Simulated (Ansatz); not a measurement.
Given:

LiF in space group P6_3/mmc (No. 194; Li on 2d, F on 2c), a = b = 3.2958 Å, c = 4.0141 Å, α = β = 90.00°, γ = 120.00°.

This is the PBEsol-relaxed structure.

Question: All from plane-wave PAW PBEsol (Ansatz code), unless another level is named. Predict the Debye temperature from the elastic constants.

Answer: 527 K.

Question: And the vibrational entropy at 300 K?

Answer: 18.2 J/(K·mol of atoms).

Question: Next, the zero-point energy?

Answer: 62.1 meV/atom.

The start of the workflow was typed in or built on a structure type; neither database checked (COD, Materials Project) lists it. It is not the phase usual at ambient conditions (space group No. 225). Symmetry was held in the PBEsol relaxation; its stability against distortions is not shown here.

Potentials: the earlier of the program's two PAW sets. The files were generated under PBE; for other functionals the program regenerates the frozen cores, and for LDA and PBEsol the local potential too.
